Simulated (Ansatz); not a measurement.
# B$_{2}$C: reading a single point

```
CELL_PARAMETERS angstrom
0.00000 2.84811 0.00000
2.84811 0.00000 0.00000
1.42405 1.42405 -4.51634
ATOMIC_POSITIONS crystal
C 0.00000 0.00000 0.00000
C 0.75000 0.25000 0.50000
B 0.41400 0.41400 0.17200
B 0.16400 0.66400 0.67200
B 0.33600 0.83600 0.32800
B 0.58600 0.58600 0.82800
```

The numbers come from plane-wave PAW DFT (Ansatz): PBEsol, no spin polarisation, 420 eV, 9×9×9 Γ-centred k points, cold occupations (width 0.0714 eV). Nothing was relaxed.

**Electronic structure.** It is a metal, with about 1.3 states/eV a cell as the mean within 0.25 eV of the Fermi level, mostly C p (41 %) and B p (38 %).
**Stress.** The pressure is 42.5 GPa (compression positive), so with the atoms held at these fractions the cell would first expand; the forces are large, so a full relaxation may end otherwise. The principal stresses 28.8, 28.8, 69.9 GPa differ, so its shape would change too.
**Forces.** The largest is on B4 (and as large on other atoms): 1.48 eV/Å, components (0.00, 0.00, -1.48). It makes 180° with the line to a nearest neighbour, B5 at 1.55 Å, pointing away from it.
**Charges.** Bader charges in e: B +0.17, C -0.34. In the mean B gives up most and C takes most.
**Formation energy.** 2.23 eV an atom against the elements' usual phases (free molecules for gases, crystals otherwise, with no correction for O₂ or N₂), so at this geometry it isn't bound against them. Relaxing would lower it.

Origin: a known structure type with other elements, at an estimated volume, so it need not be a known compound. Caveats: atoms or cell far from equilibrium.
